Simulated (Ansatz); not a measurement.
NaLiCdS2:
```cif
data_CdLiNaS2
_chemical_formula_sum 'Na1 Li1 Cd1 S2'
_space_group_name_H-M_alt 'P 1'
_space_group_IT_number 1
_cell_length_a 4.09305
_cell_length_b 4.09305
_cell_length_c 6.91625
_cell_angle_alpha 90.000
_cell_angle_beta 90.000
_cell_angle_gamma 120.000
loop_
_space_group_symop_operation_xyz
  'x, y, z'
loop_
_atom_site_label
_atom_site_type_symbol
_atom_site_fract_x
_atom_site_fract_y
_atom_site_fract_z
_atom_site_occupancy
Na1 Na 0.33333 0.66667 0.97329 1
Li1 Li 0.66667 0.33333 0.66273 1
Cd1 Cd 0.00000 0.00000 0.38039 1
S1 S 0.66667 0.33333 0.24310 1
S2 S 0.00000 0.00000 0.74049 1
```

Relaxed with PBEsol.

**Question.** Which orbitals make up the states near the band edges in DFT-PBEsol in the program Ansatz with PAW potentials?

**Answer.** Top 1 eV of the valence band: S 3p 93 %. Bottom 1 eV of the conduction band: Cd 5s 36 %, S 3p 22 %, S 3s 21 %, Na 3s 15 %. Projections are on Löwdin-orthogonalised atomic valence shells; empty p or d shells of many metals are not among them.

**Question.** Tabulate the density of states.

**Answer.** States/eV per cell of 5 atoms, in 0.25 eV bins, energy from the valence-band maximum.

```csv
E (eV),total,S 3p,Cd 4d,Cd 5s
-7.85,0.00,0.00,0.00,0.00
-7.60,11.49,0.64,10.77,0.03
-7.35,20.18,0.38,19.44,0.03
-7.10,5.91,0.16,5.32,0.04
-6.85,2.42,0.04,2.15,0.01
-6.60,0.00,0.00,0.00,0.00
-6.35,0.00,0.00,0.00,0.00
-6.10,0.00,0.00,0.00,0.00
-5.85,0.00,0.00,0.00,0.00
-5.60,0.00,0.00,0.00,0.00
-5.35,0.00,0.00,0.00,0.00
-5.10,0.00,0.00,0.00,0.00
-4.85,0.00,0.00,0.00,0.00
-4.60,0.00,0.00,0.00,0.00
-4.35,0.04,0.02,0.00,0.01
-4.10,2.10,1.33,0.04,0.62
-3.85,1.89,1.18,0.05,0.54
-3.60,1.66,1.04,0.05,0.40
-3.35,1.78,1.11,0.04,0.40
-3.10,0.53,0.33,0.01,0.11
-2.85,0.29,0.25,0.01,0.00
-2.60,1.08,0.91,0.02,0.01
-2.35,4.16,3.36,0.09,0.06
-2.10,2.61,2.15,0.08,0.03
-1.85,3.09,2.62,0.09,0.04
-1.60,5.06,4.43,0.14,0.04
-1.35,3.96,3.49,0.11,0.02
-1.10,4.32,3.89,0.13,0.02
-0.85,5.26,4.85,0.15,0.01
-0.60,6.04,5.68,0.16,0.01
-0.35,2.96,2.80,0.08,0.00
-0.10,1.18,1.13,0.04,0.00
0.15,0.00,0.00,0.00,0.00
0.40,0.00,0.00,0.00,0.00
0.65,0.00,0.00,0.00,0.00
0.90,0.00,0.00,0.00,0.00
1.15,0.00,0.00,0.00,0.00
1.40,0.00,0.00,0.00,0.00
1.65,0.00,0.00,0.00,0.00
1.90,0.03,0.00,0.00,0.01
2.15,0.08,0.02,0.00,0.03
2.40,0.13,0.03,0.00,0.05
2.65,0.23,0.06,0.00,0.08
2.90,0.31,0.08,0.00,0.11
3.15,0.42,0.12,0.00,0.15
3.40,1.20,0.25,0.00,0.37
3.65,2.12,0.44,0.00,0.65
3.90,1.48,0.32,0.00,0.47
4.15,1.81,0.37,0.00,0.56
4.40,1.78,0.27,0.00,0.38
4.65,2.54,0.25,0.01,0.27
4.90,3.02,0.31,0.00,0.31
5.15,0.86,0.07,0.00,0.06
5.40,0.93,0.07,0.00,0.05
5.65,3.48,0.24,0.01,0.17
5.90,2.64,0.16,0.00,0.08
6.15,1.27,0.07,0.00,0.04
6.40,5.42,0.28,0.00,0.17
```

Space group P3m1. The workflow started from a Materials Project entry (that database holds measured and hypothetical structures alike); the Crystallography Open Database copy checked does not list it. Its standing as an ambient phase is unchecked. The cell was relaxed with PBEsol under the symmetry of its start; whether a distortion lowers the energy is not shown. Spin–orbit coupling is left out wherever it is not named.

Potentials: the later of the program's two PAW sets.
